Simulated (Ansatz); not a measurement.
AlN:
Space group P6₃mc (No. 186); a = 3.1066 Å, b = 3.1066 Å, c = 4.9786 Å, α = 90.00°, β = 90.00°, γ = 120.00°

```
atom  site  symmetry       x       y       z
----  ----  --------  ------  ------  ------
Al      2b       3m.  0.6667  0.3333  0.0034
N       2b       3m.  0.3333  0.6667  0.1218
```

Relaxed with r²SCAN. 

Problem. HSE06 on this cell (Ansatz, a quantum-chemistry and plane-wave program, PAW) gives a gap of 5.60 eV. What does r²SCAN give?

Solution. 4.88 eV.

Cost on shared cores: the r²SCAN run (SCF on a 10×10×6 mesh, then bands and DOS) about 30 core-seconds (a rough figure), the HSE06 run (SCF on 8×8×4, then a few points) very roughly 90 core-seconds; the tasks are unlike.

Space group P6_3mc (wurtzite). The cell was relaxed with r²SCAN under the symmetry of its start.

Potentials: the later of the program's two PAW sets.

Ansatz is a plane-wave DFT program.
